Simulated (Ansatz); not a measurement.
Ansatz input

```yaml
crystal:
  lattice:
    - [0.0, 2.5230106113, 2.5230106113]
    - [2.5230106113, 0.0, 2.5230106113]
    - [2.5230106113, 2.5230106113, 0.0]
  atoms:
    - { symbol: Cr, position: [1.0, 0.0, 0.0], spin: 3.171 }
    - { symbol: Cr, position: [0.5, 0.5, 0.5], spin: -3.171 }
hamiltonian:
  xc: r2scan
  pseudopotentials:
    kind: paw
    azcp:
      Cr: "pseudopotentials/Cr.paw.azcp"
basis:
  ecutwfc: 500
  fft_grid_basis: typed
kpoints:
  mp_grid: { grid: [6, 6, 6], shift: [0, 0, 0] }
magnetization:
  spin_polarized: true
scf:
  occupations: { method: fermi_dirac, width: 0.1 }
```

and its output:

```
Engine: ansatz 0.2.0, aarch64-unknown-linux-gnu
Pseudopotentials: kind: paw
Pseudopotential: Cr, paw, valence charge 14, recommended cutoff 500 eV (meta_gga) 
Functional definition: r2SCAN
  parameter k0 = 0.174
  parameter k1 = 0.065
  parameter a1 = 4.9479
  exchange = r2scan_x(k0 = k0, k1 = k1, a1 = a1)
  correlation = r2scan_c
Crystal: 2 atoms, lattice volume = 32.121 Å³
Basis set: ecut = 500 eV, 869 PW (Γ), exchange–correlation on 108×108×108 points (64 copies of the dense FFT grid, shifted against one another)
Bands: 22, of which v1, the nominal top of the filled ones, is band 14 counted from 1 (13 counted from 0)
Symmetry: 48 space group operations
Space group: Fm-3m (ITA 225), of the structure as read, at distance tolerance 3.2e-5 Å
Magnetic group: BNS 225.121 (UNI 1623), of the structure as read, at distance tolerance 3.2e-5 Å
k-points: 16 of 216
Non-local potential: Cr, projectors of the file, l = 0: 3, l = 1: 2, l = 2: 3, l = 3: 1
PAW form: soft (Blöchl's): semilocal exchange-correlation on the pseudo side does not see the compensation charge
PAW frozen core: Cr, regenerated for the run's functional (the file was generated under x = pbe(κ = 0.804, μ = 0.2195149727645171), c = pbe(β = 0.06672455060314922))
PAW one-centre angular grid: Cr, 590 points (default); XC on 160 Gauss nodes
Initial density: superposition of atomic densities (chi_scale 0.1, normalization cell)
Starting moments: Σ|m| = 6.342 μB on 2 of 2 sites
Starting magnetic order: antiferromagnet; a translation exchanges its spin sublattices: spin-degenerate at every k-point
Initial wavefunctions: pseudopotential atomic-orbital guess
Functional: x = r2scan, c = r2scan; τ floored in thin density (d = 2e-4 eV/Å³)
the translation (0.5, 0.5, 0.5) carries every atom to within crystal.symmetry.tolerance of an atom of its element with the starting moment reversed, but both spin channels are solved: the dense FFT box has an odd point count along it
SCF iter   1: F=—  HF=-6764.527988 eV  |F-HF|=—  |Δ(HF+E_count)|=         —  Δρ=6.00e-2 (↑6.00e-2 ↓6.00e-2)  dr2=4.29e0  dr2_τ=1.54e-2  dr2_m=8.55e-3  M=0.000 μB ∫|m|=5.438 μB  β_m=0.30  ethr=3.10e-3  ⟨swp⟩=3.7  Hψ=2543  notcnv=0  defer=2
Mixer restart at iter 1: flushing history
SCF iter   2: F=—  HF=-6763.144395 eV  |F-HF|=—  |Δ(HF+E_count)|=    1.38e0  Δρ=2.70e-2 (↑2.70e-2 ↓2.70e-2)  dr2=1.26e-1  dr2_τ=9.88e-3  dr2_m=1.74e-1  M=-0.000 μB ∫|m|=5.930 μB  β_m=0.30  ethr=3.10e-3  ⟨swp⟩=2.0  Hψ=1578  notcnv=0  defer=44  κ⁻¹=1.0e0(r=1)
SCF iter   3: F=—  HF=-6763.427435 eV  |F-HF|=—  |Δ(HF+E_count)|=         —  Δρ=4.32e-2 (↑4.32e-2 ↓4.32e-2)  dr2=3.24e-2  dr2_τ=1.37e-2  dr2_m=5.26e-1  M=0.000 μB ∫|m|=6.541 μB  β_m=0.30  ethr=4.51e-4  ⟨swp⟩=2.2  Hψ=1128  notcnv=0  defer=32
Mixer restart at iter 3: flushing history
SCF iter   4: F=—  HF=-6763.424953 eV  |F-HF|=—  |Δ(HF+E_count)|=   2.48e-3  Δρ=3.06e-2 (↑3.06e-2 ↓3.06e-2)  dr2=1.02e-2  dr2_τ=4.62e-3  dr2_m=2.69e-1  M=0.000 μB ∫|m|=6.570 μB  β_m=0.30  ethr=1.16e-4  ⟨swp⟩=2.1  Hψ=1125  notcnv=0  defer=32  κ⁻¹=1.0e0(r=1)
SCF iter   5: F=—  HF=-6763.448981 eV  |F-HF|=—  |Δ(HF+E_count)|=   2.40e-2  Δρ=8.65e-3 (↑8.64e-3 ↓8.65e-3)  dr2=9.21e-4  dr2_τ=5.17e-4  dr2_m=2.18e-2  M=-0.000 μB ∫|m|=6.753 μB  β_m=0.30  ethr=3.65e-5  ⟨swp⟩=2.2  Hψ=1384  notcnv=0  defer=32  κ⁻¹=3.7e-2(r=2)
SCF iter   6: F=—  HF=-6763.451757 eV  |F-HF|=—  |Δ(HF+E_count)|=   2.78e-3  Δρ=1.86e-3 (↑1.86e-3 ↓1.86e-3)  dr2=1.27e-3  dr2_τ=5.38e-5  dr2_m=4.91e-4  M=0.000 μB ∫|m|=6.805 μB  β_m=0.30  ethr=3.29e-6  ⟨swp⟩=2.0  Hψ=1394  notcnv=0  defer=32  κ⁻¹=1.1e-3(r=3)
SCF iter   7: F=—  HF=-6763.451530 eV  |F-HF|=—  |Δ(HF+E_count)|=   2.27e-4  Δρ=6.34e-4 (↑6.24e-4 ↓6.34e-4)  dr2=4.74e-5  dr2_τ=3.35e-6  dr2_m=9.62e-5  M=-0.000 μB ∫|m|=6.816 μB  β_m=0.30  ethr=3.29e-6  ⟨swp⟩=2.0  Hψ=898  notcnv=0  defer=32  κ⁻¹=2.5e-4(r=4)
SCF iter   8: F=—  HF=-6763.451610 eV  |F-HF|=—  |Δ(HF+E_count)|=   8.00e-5  Δρ=1.35e-4 (↑1.33e-4 ↓1.35e-4)  dr2=4.68e-6  dr2_τ=2.36e-7  dr2_m=3.17e-6  M=0.000 μB ∫|m|=6.821 μB  β_m=0.30  ethr=1.69e-7  ⟨swp⟩=3.0  Hψ=1182  notcnv=0  defer=34  κ⁻¹=4.9e-6(r=5)
SCF iter   9: F=—  HF=-6763.451635 eV  |F-HF|=—  |Δ(HF+E_count)|=   2.44e-5  Δρ=7.66e-5 (↑5.84e-5 ↓7.66e-5)  dr2=3.75e-7  dr2_τ=2.10e-8  dr2_m=1.23e-6  M=-0.000 μB ∫|m|=6.823 μB  β_m=0.30  ethr=1.67e-8  ⟨swp⟩=2.0  Hψ=1170  notcnv=0  defer=34  κ⁻¹=2.4e-6(r=6)
SCF iter  10: F=—  HF=-6763.451638 eV  |F-HF|=—  |Δ(HF+E_count)|=   2.99e-6  Δρ=2.27e-5 (↑2.27e-5 ↓2.19e-5)  dr2=3.81e-8  dr2_τ=3.24e-9  dr2_m=1.23e-7  M=0.000 μB ∫|m|=6.824 μB  β_m=0.30  ethr=1.34e-9  ⟨swp⟩=2.0  Hψ=1171  notcnv=0  defer=34  κ⁻¹=2.6e-7(r=7)
SCF iter  11: F=—  HF=-6763.451638 eV  |F-HF|=—  |Δ(HF+E_count)|=   2.05e-7  Δρ=8.30e-6 (↑8.30e-6 ↓8.30e-6)  dr2=8.95e-9  dr2_τ=1.10e-9  dr2_m=1.04e-8  M=-0.000 μB ∫|m|=6.824 μB  β_m=0.30  ethr=1.36e-10  ⟨swp⟩=2.0  Hψ=1104  notcnv=0  defer=34  κ⁻¹=1.7e-8(r=8)
SCF iter  12: F=-6763.451638 eV  HF=-6763.451638 eV  |F-HF|=2.68e-10  |Δ(HF+E_count)|=   8.78e-8  Δρ=1.28e-6 (↑1.28e-6 ↓8.69e-7)  dr2=1.09e-9  dr2_τ=2.53e-11  dr2_m=1.04e-10  M=0.000 μB ∫|m|=6.824 μB  ethr=3.20e-11  ⟨swp⟩=1.0  Hψ=2002  notcnv=0
SCF 1 converged in 12 iterations: F = -6763.451638 eV  dr2 = 1.09e-9
this state was not tested for a lower state beside it, because the mixer in use, unlike msr1, does not test its closes by its own steps (another_mixer; see scf.mixing.algorithm and scf.lower_state_search)
SCF converged after 12 iterations
Magnetization: 0.0000 μB (14.0000 up, 14.0000 down)
Absolute magnetization: 6.8244 μB (∫|ρ↑−ρ↓|, with the PAW one-centre terms)
Spin contamination: 3.1629 ħ² per cell (⟨S²⟩ above its minimum at these occupations)
Per-site moments (μB) at R_I (Å): [(3.1715964290778857, 1.0407418771612502), (-3.171594809241999, 1.0407418771612502)]
Free energy (F): -6763.451638 eV
Harris-Foulkes:  -6763.451638 eV  (|F-HF|=2.68e-10)
Internal energy: -6763.431541 eV  (E = F + TS)
E sigma→0 (E₀):  -6763.441590 eV
Entropy (-TS):   -0.020097 eV (-10.048 meV/atom)
Fermi energy:    13.194206 eV
--- Per-component energies (eV) ---
  E_band       = -467.398829
  E_kinetic    = 687.293699
  E_local      = -3077.113605  (includes V_loc(G=0)·N_el)
  E_nonlocal   = 173.558569
  E_hartree    = 1316.845276
  E_xc         = -271.134948
  E_vxc        = -395.158291  (∫ρ·V_xc dr)
  E_paw        = -2418.433216  (= ΣΔE_a)
  E_vpaw       = -515.353435  (= ΣTr[D̂ρ^β])
  E_aug_tail   = 0.000459  (compensation charges beyond the density's cutoff)
  E_vtau       = 25.685403  (kinetic-family band-sum trace: ∫τ·v_τ [+ j·A + Jᵃ·Aᵃ] dr)
  E_ewald      = -3173.903121
  E_core_change = -0.544655  (= ΣΔE_core)
  E_smearing   = -0.020097  (= −TS)
  E_closure    = -0.000000  (closes the sum)
  Σ components = -6763.451638   (vs F -6763.451638, Δ=0.00e0)
```

Command:

```sh
ansatz run input.yaml --threads 4 --pin off --max-ram 8192MiB --backend cpu --events-out ev --progress --plain --runs-dir out
```

On 4 threads of Arm Neoverse V2 (shared host) this took about 1.9 s of wall time and 6.3 s of CPU time, with 0.38 GiB at the peak.
